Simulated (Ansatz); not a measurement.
KF:
```
CELL_PARAMETERS angstrom
      0.00000     2.58124     2.58124
      2.58124     0.00000     2.58124
      2.58124     2.58124     0.00000
ATOMIC_POSITIONS crystal
  K  0.00000 0.00000 0.00000
  F  0.50000 0.50000 0.50000
```

Cartesian axes are those of the cell as given.

Problem. Give the high-frequency dielectric tensor and the Born effective charge tensors of the independent atoms from DFPT, plane-wave PAW LDA (Ansatz code).

Solution. 
ε∞:
```
2.10  0.00  0.00
0.00  2.10  0.00
0.00  0.00  2.10
```
Z* of atom 1 (K), rows: field, columns: displacement, in e:
```
1.15  0.00  0.00
0.00  1.15  0.00
0.00  0.00  1.15
```
Z* of atom 2 (F), rows: field, columns: displacement, in e:
```
-1.15   0.00   0.00
 0.00  -1.15   0.00
 0.00   0.00  -1.15
```

Space group Fm-3m (rock salt). The cell was relaxed with LDA under the symmetry of its start.

Potentials: the earlier of the program's two PAW sets. The files were generated under PBE; for other functionals the program regenerates the frozen cores, and for LDA and PBEsol the local potential too.
